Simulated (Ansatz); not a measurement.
Here is the system:

BeSe:
```
BeSe
1.0
    0.00000     2.58886     2.58886
    2.58886     0.00000     2.58886
    2.58886     2.58886     0.00000
Be Se
1 1
Direct
  0.50000   0.50000   0.50000
  0.75000   0.75000   0.75000
```

This is the PBE-relaxed structure.

**Question.** All from PBE in the plane-wave PAW code Ansatz, unless another level is named. Give the hole effective mass, band 1 of 3 at the edge.

**Answer.** 0.48 along [100], 3.6 along [110], 1.1 along [111] (mₑ).

**Question.** What about the conduction-band minimum?

**Answer.** at X (3 equivalent valleys).

Space group F-43m (zinc blende). Symmetry was held in the PBE relaxation. The volume moved by 28 % from the start of the relaxation. Scalar-relativistic: spin–orbit coupling is off unless named, which matters more the heavier the elements.

Potentials: the later of the program's two PAW sets.

Edges and masses are those of Kohn–Sham bands, whose gap is no quasiparticle gap.
